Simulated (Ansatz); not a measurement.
TaTe:
```
TaTe
1.0
    3.37722     0.00000     0.00000
    0.00000     3.37722     0.00000
    0.00000     0.00000     3.37722
Ta Te
1 1
Direct
  0.00000   0.00000   0.00000
  0.50000   0.50000   0.50000
```

Relaxed with PBEsol. Special points in fractions of this cell's reciprocal vectors: Γ (0.000, 0.000, 0.000); X (0.000, 0.500, 0.000); M (0.500, 0.500, 0.000); R (0.500, 0.500, 0.500).

**Question.** List the band energies nearest the Fermi level at these points for the program Ansatz at the PBEsol level (PAW).

**Answer.** In eV from the Fermi level; about four levels below and three above (degenerate sets whole), none deeper than 8.9 eV; points with the same levels are listed once.

```tsv
k	below	above
Γ	-3.01 -3.01 -1.47 -1.47 -1.47	1.43 1.43 1.43
X	-3.10 -3.10 -2.15	1.61 2.84 4.34
M	-6.09 -6.09 -3.55 -0.34 -0.34	0.54 1.58 3.27
R	-6.99 -6.99 -6.99	1.55 1.55 1.55
```

Space group Pm-3m (CsCl type). The start of the workflow was typed in or built on a structure type; neither database checked (COD, Materials Project) lists it. Whether it is the stable phase at ambient conditions was not checked. Symmetry was held in the PBEsol relaxation; its stability against distortions is not shown here. No spin polarisation was allowed. With an odd number of electrons in the cell and no spin polarisation, the count alone makes it a metal. Scalar-relativistic: spin–orbit coupling is off unless named, which matters more the heavier the elements.

Potentials: the later of the program's two PAW sets.
